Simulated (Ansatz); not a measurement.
Frames from the relaxation of a relaxed K cell, doubled along one cell vector, shaken by Gaussian noise of σ = 0.08 Å a coordinate, as extended XYZ (Å, eV, eV/Å, GPa with compression positive). These are PBE (plane waves to 420 eV, PAW, scalar-relativistic; Ansatz, a first-principles code) values and carry that method's errors. Γ-centred k-mesh 6×6×3 on the run's cell (coarser than for final values), Fermi–Dirac smearing 0.05 eV.

```xyz
6
Lattice="-0.0011 4.3057 7.7337 4.0913 -0.0011 7.7337 8.1853 8.6141 -0.0027" Properties=species:S:1:pos:R:3:forces:R:3 pbc="T T T" step=2 free_energy=-9225.854 pressure=0.0 accepted=T
K      0.0636     0.2324     0.0629    0.0134   -0.0252   -0.0394
K      4.2883     4.1758    -0.0959    0.0178    0.0586    0.1146
K     -0.1510     1.9766     3.9567    0.0758    0.0741    0.0928
K      8.1742     6.5021    11.7552   -0.0098   -0.0990   -0.0908
K      4.0714     2.1305     3.8733   -0.0424   -0.0091   -0.0363
K      8.1708     6.3999     3.8233   -0.0546    0.0005   -0.0409
6
Lattice="-0.0002 4.2666 7.7076 4.0818 -0.0059 7.7108 8.1868 8.5668 -0.0189" Properties=species:S:1:pos:R:3:forces:R:3 pbc="T T T" step=4 free_energy=-9225.955 pressure=0.0 accepted=T
K      0.1878     0.4032     0.0921    0.0172    0.0637    0.0163
K      4.4219     4.3601    -0.0317    0.0300    0.0378   -0.0240
K     -0.0914     1.9956     4.3172   -0.0283   -0.0439    0.0802
K      8.0572     6.2488    11.6591   -0.0169   -0.0019    0.0595
K      3.9556     1.9948     3.6561   -0.0116   -0.0382   -0.0694
K      8.0708     6.2722     3.5776    0.0096   -0.0174   -0.0625
6
Lattice="0.0023 4.2467 7.6924 4.0751 -0.0054 7.6966 8.1885 8.5450 -0.0264" Properties=species:S:1:pos:R:3:forces:R:3 pbc="T T T" step=5 free_energy=-9226.019 pressure=-0.1 accepted=T
K      0.2385     0.5350     0.1127    0.0129    0.0969    0.0233
K      4.4830     4.4570    -0.0290    0.0264    0.0410   -0.0515
K     -0.0867     1.9554     4.5034   -0.0429   -0.0746    0.0861
K      8.0078     6.1478    11.6684   -0.0127    0.0111    0.1064
K      3.9059     1.9104     3.5230   -0.0114   -0.0550   -0.0916
K      8.0456     6.2068     3.4334    0.0277   -0.0194   -0.0727
```

The path has 30 moves and ends in P-1 (No. 2) at a tolerance of 0.01 Å, I4/mmm (No. 139) at 0.1 Å, 0.15 eV/atom below its start. Free energies are of the whole cell and compare only within this code, potentials and settings.  No spin polarisation in the result.

The end of the path is a generated cell of K: the first start was made by a random draw of sites in a space group, and the end was not matched to a known phase here, so it may be hypothetical. Known forms of K include space group No. 229.
